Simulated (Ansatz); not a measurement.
A geometry of Bi away from equilibrium: the start of the relaxation of a relaxed Bi cell displaced along its unstable phonon at q = (½, ½, 0) of its primitive reciprocal cell (65i cm⁻¹), largest move 0.15 Å. Calculation: PBEsol (plane waves to 420 eV, PAW, scalar-relativistic; Ansatz, a program for electronic structure). Γ-centred k-mesh 10×10×5 on the run's cell (coarser than for final values), Fermi–Dirac smearing 0.05 eV.

```xyz
4
Lattice="4.6457 -4.4959 0.0000 4.6457 0.0000 0.0000 0.0000 0.0000 6.3472" Properties=species:S:1:pos:R:3:forces:R:3 pbc="T T T" free_energy=-48977.753 pressure_GPa=1.4
Bi     2.3228    -1.9573     4.9104    0.0000    0.0534   -0.4287
Bi     4.6457    -4.2052     4.6104    0.0000    0.0534    0.4287
Bi     6.9685    -2.5386     1.4368    0.0000   -0.0534    0.4287
Bi     4.6457    -0.2907     1.7368    0.0000   -0.0534   -0.4287
```

Positions in Å, forces in eV/Å, free energy of the cell in eV (comparable only within this code, potentials and settings). Largest force: 0.43 eV/Å, on Bi1, Bi2, Bi3, Bi4 (atoms numbered as listed); the geometry lies 0.02 eV/atom above the end of its relaxation.

No spin polarisation in the result.

The run could not lose the symmetry of its start: the end is stationary, and may be a saddle point rather than a minimum.

The end of the path is a generated cell of Bi: the first start was made by placing the elements on the sites of a structure type, and the end was not matched to a known phase here, so it may be hypothetical. Known forms of Bi include space group No. 166.
